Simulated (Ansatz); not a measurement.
Geometry optimisation in Ansatz: input, command and trajectory.

```yaml
crystal:
  lattice:
    - [2.6612888166, 2.6492112392, 5.2455961389]
    - [-2.6415298609, -2.6623936664, 5.2423078747]
    - [8.2657540244, -5.6214867815, 2.6433864338]
  atoms:
    - { symbol: B, position: [0.376537142, 0.9868105451, 0.2199714768] }
    - { symbol: B, position: [0.3017230807, 0.4869400157, 0.3702816171] }
    - { symbol: B, position: [0.7980597504, 0.9867864561, 0.3756599344] }
    - { symbol: B, position: [0.8748209657, 0.4878126393, 0.2227051262] }
    - { symbol: Al, position: [0.4812741488, 0.5022771463, 0.03945742] }
    - { symbol: P, position: [0.6293410233, 0.9062509924, 0.5569683093] }
    - { symbol: P, position: [0.5044835602, 0.4185688663, 0.8201783925] }
    - { symbol: P, position: [0.0063608201, 0.9113438153, 0.7964292962] }
    - { symbol: P, position: [0.383230614, 0.8832692908, 0.0462123809] }
    - { symbol: P, position: [0.7202429663, 0.8428672912, 0.2421840802] }
    - { symbol: P, position: [0.6670498253, 0.3441203116, 0.3599679904] }
    - { symbol: P, position: [0.1653490697, 0.8452402187, 0.3552132602] }
    - { symbol: P, position: [0.1331769157, 0.4054661622, 0.5517573664] }
    - { symbol: P, position: [0.8575551422, 0.4078955168, 0.0481807905] }
    - { symbol: P, position: [0.2363538376, 0.3506273826, 0.2269624153] }
    - { symbol: Tl, position: [0.2186521318, 0.9936942069, 0.5556567541] }
    - { symbol: Tl, position: [0.0989995949, 0.5006442025, 0.8035192569] }
    - { symbol: Tl, position: [0.5921316465, 0.005038712, 0.8048802795] }
    - { symbol: Tl, position: [0.9726994371, 0.9923608148, 0.0375573316] }
    - { symbol: Tl, position: [0.7109878766, 0.4916778956, 0.5690498389] }
  symmetry: { detect: false }
basis:
  ecutwfc: 500
kpoints:
  mp_grid: { grid: [4, 4, 2] }
hamiltonian:
  xc: r2scan
scf:
  occupations: { method: gaussian, width: 0.1 }
  lower_state_search: "off"
output:
  forces: true
  stress: true
  eigenvalues: true
relax:
  adjacent_minimum: "off"
  f_tol: 0.04
  max_steps: 25
  cell: { stress_tol: 0.3 }
```

```bash
ansatz run input.yaml --threads 4 --pin off --max-ram 9216MiB --backend cpu --events-out ev --progress --plain --runs-dir out
```

All numbers below come from DFT r2SCAN, scalar-relativistic, plane waves, PAW in Ansatz 0.2.0.

Of 5 frames 4 are shown, positions in Å and forces in eV/Å; the SCF threshold varies from step to step. Steps run on the plane waves of an earlier cell, with a Pulay correction in the pressure. The basis is chosen afresh for the last frame, the zero of the energies, and at times for earlier ones too; energy and pressure step there, also at an unchanged geometry.

```xyz
20
Lattice="2.6613 2.6492 5.2456 -2.6415 -2.6624 5.2423 8.2658 -5.6215 2.6434" Properties=species:S:1:pos:R:3:forces:R:3 pbc="T T T" step=1 free_energy_over_end_meV_per_atom=2.07 pressure_GPa=-0.07
B     0.2136   -2.8663    7.7298   -0.0534    0.0534    0.1897
B     2.5774   -2.5786    5.1142   -0.0045   -0.0053    0.1527
B     2.6224   -2.6248   10.3524    0.0017    0.0120    0.1633
B     2.8804   -0.2331    7.7349   -0.0709    0.0460    0.1805
Al    0.2802   -0.2841    5.2620    0.0016   -0.0006    0.0354
P     3.8847   -3.8765    9.5244    0.0199   -0.0526   -0.0289
P     7.0163   -4.3885    7.0086   -0.0510    0.0681    0.0250
P     4.1927   -6.8866    6.9162    0.0311   -0.0119    0.0714
P    -0.9313   -1.5961    6.7628    0.0513    0.0765   -0.0118
P     1.6921   -1.6974    8.8369   -0.0551    0.1011   -0.1210
P     3.8416   -1.1726    6.2546    0.0698   -0.0649   -0.1604
P     1.1434   -3.8091    6.2373    0.0419   -0.1105   -0.1982
P     3.8441   -3.8284    4.2827    0.0572   -0.0843   -0.0140
P     1.6030    0.9150    6.7641   -0.0344   -0.0286    0.0097
P     1.5788   -1.5832    3.6779   -0.0538    0.0700   -0.1657
Tl    2.5499   -5.1900    7.8250    0.0238   -0.0393   -0.0144
Tl    5.5827   -5.5876    5.2679    0.0114    0.0142   -0.0733
Tl    8.2155   -2.9694    5.2601   -0.0011   -0.0295   -0.0586
Tl    0.2777   -0.2763   10.4039   -0.0264    0.0144    0.0231
Tl    5.2970   -2.6244    7.8113    0.0408   -0.0284   -0.0046
20
Lattice="2.6240 2.6100 5.2773 -2.6082 -2.6204 5.2746 8.2866 -5.6666 2.6548" Properties=species:S:1:pos:R:3:forces:R:3 pbc="T T T" step=2 free_energy_over_end_meV_per_atom=1.03 pressure_GPa=-0.03
B     0.2375   -2.8456    7.7750   -0.0111    0.0151    0.2978
B     2.5882   -2.5935    5.1385   -0.0243    0.0362    0.2794
B     2.6303   -2.6399   10.4117   -0.0251    0.0630    0.2623
B     2.8666   -0.2529    7.7839   -0.0346    0.0097    0.2870
Al    0.2801   -0.2684    5.2838   -0.0026   -0.0044    0.0348
P     3.8913   -3.8969    9.5801    0.0338   -0.0195    0.0371
P     7.0283   -4.4161    7.0472   -0.0013   -0.0051    0.0914
P     4.2515   -6.8877    6.9568   -0.0300    0.0374    0.0718
P    -0.9016   -1.5640    6.8136    0.0154    0.0104   -0.0368
P     1.6921   -1.6915    8.9077   -0.0152    0.0109   -0.2654
P     3.8315   -1.2058    6.3042    0.0649   -0.0491   -0.2668
P     1.1694   -3.8046    6.2827    0.0612   -0.0659   -0.2543
P     3.8589   -3.8503    4.3125    0.0225   -0.0170    0.0275
P     1.5867    0.8980    6.8190   -0.0113   -0.0278   -0.0223
P     1.5841   -1.5804    3.7088   -0.0226    0.0090   -0.2744
Tl    2.5878   -5.2034    7.8543   -0.0073   -0.0083   -0.0836
Tl    5.6188   -5.6001    5.2733   -0.0075   -0.0053   -0.0547
Tl    8.2137   -3.0279    5.2647   -0.0001    0.0235   -0.0615
Tl    0.2761   -0.2657   10.4734    0.0149   -0.0069   -0.0135
Tl    5.2993   -2.6683    7.8479   -0.0197   -0.0058   -0.0556
20
Lattice="2.6252 2.6090 5.2571 -2.6080 -2.6216 5.2548 8.2915 -5.6703 2.6470" Properties=species:S:1:pos:R:3:forces:R:3 pbc="T T T" step=3 free_energy_over_end_meV_per_atom=0.19 pressure_GPa=0.05
B     0.2402   -2.8491    7.7560    0.0029   -0.0129    0.0988
B     2.5884   -2.5930    5.1285   -0.0162    0.0300    0.0925
B     2.6317   -2.6387   10.3811   -0.0153    0.0437    0.0829
B     2.8690   -0.2571    7.7639    0.0047   -0.0068    0.0957
Al    0.2826   -0.2728    5.2637   -0.0050    0.0011    0.0152
P     3.8941   -3.8989    9.5494    0.0044   -0.0064   -0.0036
P     7.0334   -4.4206    7.0298    0.0048   -0.0037    0.0520
P     4.2555   -6.8893    6.9400   -0.0079    0.0086    0.0517
P    -0.8985   -1.5680    6.7914    0.0138    0.0001   -0.0422
P     1.6950   -1.6945    8.8645    0.0224   -0.0302   -0.0714
P     3.8353   -1.2078    6.2702   -0.0101    0.0059   -0.0696
P     1.1721   -3.8073    6.2498   -0.0064    0.0095   -0.0630
P     3.8608   -3.8523    4.3008    0.0038   -0.0005   -0.0102
P     1.5898    0.8926    6.7965   -0.0007   -0.0163   -0.0415
P     1.5850   -1.5829    3.6842    0.0149   -0.0190   -0.0707
Tl    2.5885   -5.2050    7.8196   -0.0054   -0.0055   -0.0280
Tl    5.6227   -5.6043    5.2507    0.0033    0.0018   -0.0336
Tl    8.2190   -3.0292    5.2430   -0.0023    0.0055   -0.0323
Tl    0.2793   -0.2701   10.4316    0.0025   -0.0027   -0.0035
Tl    5.3000   -2.6712    7.8128   -0.0083   -0.0022   -0.0191
20
Lattice="2.6190 2.6028 5.2540 -2.6021 -2.6160 5.2522 8.2977 -5.6830 2.6456" Properties=species:S:1:pos:R:3:forces:R:3 pbc="T T T" step=5 free_energy_over_end_meV_per_atom=0.00 pressure_GPa=0.02
B     0.2461   -2.8511    7.7589   -0.0023   -0.0081   -0.0030
B     2.5891   -2.5932    5.1325    0.0024    0.0106   -0.0061
B     2.6329   -2.6386   10.3814    0.0011    0.0145   -0.0086
B     2.8695   -0.2648    7.7660    0.0080   -0.0014   -0.0045
Al    0.2844   -0.2761    5.2581   -0.0053    0.0039   -0.0002
P     3.8954   -3.9029    9.5462   -0.0061    0.0014    0.0115
P     7.0390   -4.4316    7.0342    0.0033    0.0013    0.0178
P     4.2668   -6.8925    6.9449    0.0028   -0.0035    0.0169
P    -0.8921   -1.5696    6.7876    0.0090   -0.0052    0.0068
P     1.7000   -1.7008    8.8563    0.0127   -0.0173    0.0044
P     3.8330   -1.2119    6.2634   -0.0181    0.0112    0.0101
P     1.1757   -3.8052    6.2440   -0.0137    0.0183    0.0072
P     3.8623   -3.8553    4.3001   -0.0065    0.0007    0.0087
P     1.5909    0.8846    6.7920    0.0054   -0.0102    0.0035
P     1.5888   -1.5876    3.6788    0.0030   -0.0072    0.0080
Tl    2.5933   -5.2073    7.8081   -0.0004   -0.0039   -0.0073
Tl    5.6318   -5.6123    5.2415    0.0050    0.0023   -0.0248
Tl    8.2217   -3.0416    5.2348    0.0002   -0.0037   -0.0201
Tl    0.2815   -0.2736   10.4205   -0.0030   -0.0001   -0.0124
Tl    5.2986   -2.6799    7.8018    0.0022   -0.0037   -0.0080
```

The run took 89 s on 4 threads of Intel(R) Xeon(R) 6975P-C (Granite Rapids), with other jobs on the host, peak memory 2.1 GiB.

The k mesh is coarse. Spin–orbit coupling is left out, which can shift energies with elements as heavy as these.